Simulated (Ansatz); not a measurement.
MgF2:
Space group P4₂/mnm (No. 136); a = 4.6395 Å, b = 4.6395 Å, c = 3.0635 Å, α = 90.00°, β = 90.00°, γ = 90.00°

```json
[
 {"atom": "Mg", "site": "2a", "symmetry": "m.mm", "x": "0.0000", "y": "0.0000", "z": "0.0000"},
 {"atom": "F", "site": "4f", "symmetry": "m.2m", "x": "0.3034", "y": "0.3034", "z": "0.0000"}
]
```

Relaxed with PBEsol. PBEsol in the plane-wave PAW code Ansatz gives a gap of 6.89 eV.

Q: What gap does HSE06 give on the same cell (Ansatz, PAW)?

A: 9.37 eV, 2.49 eV more. The hybrid was solved on a coarser mesh and at special points; the gap given is the minimum over both.

```json
[
 {"k": "Γ", "v1 PBEsol": "0.00", "c1 PBEsol": "6.89", "v1 HSE06": "0.00", "c1 HSE06": "9.37"},
 {"k": "Z", "v1 PBEsol": "-0.85", "c1 PBEsol": "11.60", "v1 HSE06": "…", "c1 HSE06": "…"},
 {"k": "M", "v1 PBEsol": "-0.77", "c1 PBEsol": "10.99", "v1 HSE06": "…", "c1 HSE06": "…"},
 {"k": "A", "v1 PBEsol": "-0.48", "c1 PBEsol": "13.07", "v1 HSE06": "-0.47", "c1 HSE06": "15.63"},
 {"k": "R", "v1 PBEsol": "-0.66", "c1 PBEsol": "12.50", "v1 HSE06": "…", "c1 HSE06": "…"},
 {"k": "X", "v1 PBEsol": "-0.38", "c1 PBEsol": "9.29", "v1 HSE06": "…", "c1 HSE06": "…"}
]
```

Q: Top valence (v1) and lowest conduction level (c1) in eV from each method's valence maximum (which need not be a listed point): supply the withheld HSE06 values.

A: 
- X, v1 HSE06: -0.37
- X, c1 HSE06: 11.83
- M, v1 HSE06: -0.80
- M, c1 HSE06: 13.62
- R, v1 HSE06: -0.68
- R, c1 HSE06: 15.15
- Z, v1 HSE06: -0.88
- Z, c1 HSE06: 14.25

Cost on shared cores: the PBEsol run (SCF on a 6×6×9 mesh, then bands and DOS) about 40 core-seconds (a rough figure), the HSE06 run (SCF on 4×4×5, then a few points) very roughly 2.3 core-minutes; the tasks are unlike.

Space group P4_2/mnm (rutile). The PBEsol relaxation kept the symmetry of its start.

Potentials: the earlier of the program's two PAW sets. The files were generated under PBE; for other functionals the program regenerates the frozen cores, and for LDA and PBEsol the local potential too.
